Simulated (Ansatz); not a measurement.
## CdHg4C6S6Br4N6: checking a database structure before trusting its electric field gradients

The cell is a COD entry, taken as it stands.

```cif
data_CdHg4C6S6Br4N6
_symmetry_space_group_name_H-M 'Fmm2'
_symmetry_Int_Tables_number 42
_cell_length_a 18.4636
_cell_length_b 22.3222
_cell_length_c 6.3678
_cell_angle_alpha 90.000
_cell_angle_beta 90.000
_cell_angle_gamma 90.000
loop_
_atom_site_label
_atom_site_type_symbol
_atom_site_symmetry_multiplicity
_atom_site_Wyckoff_symbol
_atom_site_fract_x
_atom_site_fract_y
_atom_site_fract_z
Cd Cd 4 a 0.5000 0.5000 0.0337
Hg Hg 16 e 0.6500 0.6902 0.5370
C6 C 16 e 0.6303 0.5611 0.7130
C10 C 8 c 0.5000 0.6252 0.3500
S12 S 16 e 0.6911 0.5885 0.5390
S16 S 8 c 0.5000 0.6837 0.5650
Br Br 16 e 0.6561 0.8019 0.5372
N22 N 8 c 0.5000 0.4153 0.2400
N24 N 16 e 0.5906 0.5415 0.8280
```

One atom of each set is listed; the run and its k-mesh use a cell of 27 atoms with edges of 11.61, 9.77, 14.48 Å.

Method: Kohn–Sham DFT in Ansatz, PBE, plane waves and PAW, scalar-relativistic, 420 eV cutoff, Γ-centred 5×5×5 k-points, Fermi–Dirac smearing 0.02 eV.

Problem. Do the atoms and the cell lie near the calculated equilibrium?

Solution. No. The largest force is 7.2 eV/Å, on atom 7 (C: 1 N at 1.12 Å, 1 S at 1.69 Å, angle 178°; also 1 Hg at 3.11 Å), and the pressure is 4.8 GPa, with principal stresses up to 8 GPa in size. Such values can come from imprecise or misplaced coordinates, missing atoms or a wrong setting of the space group; the run alone doesn't tell which, and gradients calculated on this entry can't be taken for those of the compound at ambient conditions.
